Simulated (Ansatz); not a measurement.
Not every guess gives a structure. This one for Cs was tried:

A trial structure of Cs was built thus: random sheet by layer group and Wyckoff sites. The dimensions are guesses.

Only a and b repeat, and vacuum parts the sheet from its images along c.

```
Cs
1.0
    11.86524    0.00000    0.00000
    -5.93262   10.27560    0.00000
     0.00000    0.00000   15.00000
Cs
6
Direct
  0.66975 0.00000 0.50791
  0.00000 0.66975 0.50791
  0.33025 0.33025 0.50791
  0.00000 0.33025 0.49209
  0.33025 0.00000 0.49209
  0.66975 0.66975 0.49209
```

These are results of Ansatz, DFT PBE, scalar-relativistic, plane waves, PAW, not measurements.

Input of the final relaxation:

```yaml
crystal:
  lattice:
    - [13.0937161004, 0.0, 0.0]
    - [-6.5468580502, 11.3394907729, 0.0]
    - [0.0, 0.0, 26.9040219684]
  atoms:
    - { symbol: Cs, position: [0.6666839874, 1.0, 0.331058747] }
    - { symbol: Cs, position: [1.0, 0.6666839874, 0.331058747] }
    - { symbol: Cs, position: [0.3333160126, 0.3333160126, 0.331058747] }
    - { symbol: Cs, position: [0.0, 0.3333160126, 0.2264787103] }
    - { symbol: Cs, position: [0.3333160126, 1.0, 0.2264787103] }
    - { symbol: Cs, position: [0.6666839874, 0.6666839874, 0.2264787103] }
  periodic: [true, true, false]
basis:
  ecutwfc: 420
kpoints:
  mp_grid: { grid: [6, 6, 1] }
hamiltonian:
  xc: pbe
scf:
  occupations: { method: gaussian, width: 0.1 }
output:
  forces: true
  stress: true
  eigenvalues: true
  write_density: true
  write_potential: true
  elf: true
  volumetric_format: npy
relax:
  adjacent_minimum: "off"
  f_tol: 0.01
  max_steps: 80
  cell: { stress_2d_tol: 0.02 }
```

```bash
ansatz run input.yaml --threads 1 --pin off --max-ram 2560MiB --backend cpu --events-out ev --progress --plain --runs-dir out
```

Last lines of the log:

```
  atom   4  Cs     0.00002650    -0.00004589    -0.04654716
  atom   5  Cs    -0.00005299     0.00000000    -0.04654716
  atom   6  Cs     0.00002650     0.00004589    -0.04654716
--- 2D stress c σ (N/m, compression-positive) ---
       -0.265600       0.000000       0.000000
        0.000000      -0.265600       0.000000
        0.000000       0.000000       0.000000
  P = ½ c Tr σ = -0.2656 N/m
--- Band table (eV; the first three rows and the last of 7) ---
  k-point 0: bands = ["-26.1556", "-26.1521", "-26.1521", "-26.1521", "-26.1521", "-26.1504", "-13.0162", "-12.9921", "-12.9921", "-12.9921", "-12.9921", "-12.9655", "-12.9655", "-12.9386", "-12.9341", "-12.9341", "-12.9276", "-12.9276", "-12.9275", "-12.9275", "-12.9275", "-12.9275", "-12.9121", "-
  k-point 1: bands = ["-26.1555", "-26.1527", "-26.1526", "-26.1517", "-26.1516", "-26.1504", "-13.0150", "-12.9974", "-12.9963", "-12.9898", "-12.9874", "-12.9626", "-12.9617", "-12.9468", "-12.9354", "-12.9303", "-12.9297", "-12.9292", "-12.9285", "-12.9275", "-12.9242", "-12.9228", "-12.9146", "-
  k-point 2: bands = ["-26.1550", "-26.1535", "-26.1529", "-26.1514", "-26.1511", "-26.1505", "-13.0118", "-13.0028", "-12.9996", "-12.9906", "-12.9809", "-12.9592", "-12.9560", "-12.9531", "-12.9400", "-12.9321", "-12.9318", "-12.9282", "-12.9272", "-12.9269", "-12.9204", "-12.9199", "-12.9177", "-
  k-point 6: bands = ["-26.1539", "-26.1539", "-26.1539", "-26.1509", "-26.1509", "-26.1509", "-13.0058", "-13.0058", "-13.0058", "-12.9788", "-12.9788", "-12.9788", "-12.9442", "-12.9442", "-12.9442", "-12.9329", "-12.9329", "-12.9329", "-12.9276", "-12.9276", "-12.9276", "-12.9145", "-12.9145", "-
  the weakly bound empty levels are not read free of the cell's end (walk_step)
End of that report.
Error: this geometry's ions and any external_charges that add to its thickness leave 10.50 Å inside the cut of a slab, less than keeps its energies, forces and levels apart from the length of the vector that does not repeat. The run stands on 29.4 Å: of a walk, start a new run from the last geometry
```

Question: How did the run end?

Answer: The program stopped on purpose. The sheet grew thicker as it relaxed, so half the box height, where the images are cut off, exceeded its thickness by only 10.50 Å, too little to keep the results free of the box's height. A new run from the last geometry lets the program choose a taller box. It had made 6 ionic steps, with the energy down by 0.136 eV/atom and the largest force component at 0.047 eV/Å. No property of the compound can be read from it.

Time: 20 min on 1 thread of Arm Neoverse V1, on a shared host, peak memory 2.4 GiB.
